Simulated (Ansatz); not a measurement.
BaIrO₃, first-principles data

BaIrO3:
```
CELL_PARAMETERS angstrom
      4.00082     0.00000     0.00000
      0.00000     4.00082     0.00000
      0.00000     0.00000     4.00082
ATOMIC_POSITIONS crystal
  Ir 0.00000 0.00000 0.00000
  Ba 0.50000 0.50000 0.50000
  O  0.50000 0.00000 0.00000
  O  0.00000 0.50000 0.00000
  O  0.00000 0.00000 0.50000
```

Space group Pm-3m (No. 221), cubic perovskite; conventional cell a = b = c = 4.0008 Å, α = β = γ = 90.00°.

Method: the program Ansatz at the PBEsol level (PAW). The cell and atoms are relaxed at this level. Other levels are named where they apply.

Cell and energy:

| Quantity | Value |
|---|---|
| Volume per atom | 12.81 Å³ |
| Density | 9.79 g/cm³ |
| Formation energy from the elements (no fitted shifts) | -1.55 eV/atom |

Electronic structure:

| Quantity | Value |
|---|---|
| Electronic character | metallic (no gap) |
| Density of states at the Fermi level | 0.75 states/eV per atom (mean over ±0.08 eV) |
| Gap with spin–orbit coupling | none (metallic) |

Mechanics:

| Property | Value |
|---|---|
| Bulk modulus (Birch–Murnaghan fit) | 1820 kbar |
| Pressure derivative B′ | 4.9 |
| Elastic constants (relaxed ions, GPa) | C11 = 262, C12 = 144, C44 = 75.1 |
| Mechanical stability | stable (all eigenvalues of C positive) |
| Hill bulk and shear moduli | 184 and 68.1 GPa |
| Young's modulus | 182 GPa |
| Poisson's ratio | 0.34 |
| Debye temperature from the elastic constants | 376 K |

Phonons:

| Quantity | Value |
|---|---|
| Highest zone-centre frequency | 563 cm⁻¹ |
| Zone-centre stability | no imaginary mode at Γ |

The workflow started from an entry of the Crystallography Open Database (COD). Its standing as an ambient phase is unchecked. The cell was relaxed with PBEsol under the symmetry of its start. No spin polarisation was allowed. With an odd number of electrons in the cell and no spin polarisation, the count alone makes it a metal. As this level gives no gap, shear constants depend on the k-mesh and smearing (Fermi–Dirac, 0.1 eV here). As this level gives no gap, phonon frequencies hold no LO–TO term and depend on the k-mesh and smearing (Fermi–Dirac, 0.1 eV here). On the denser mesh and wider smearing of the elastic run this cell carries a stress of 0.4 GPa. The references are the lowest solids computed at this level, not always the standard phases (solids in place of the gases). Spin–orbit coupling is left out wherever it is not named.

Potentials: the later of the program's two PAW sets.
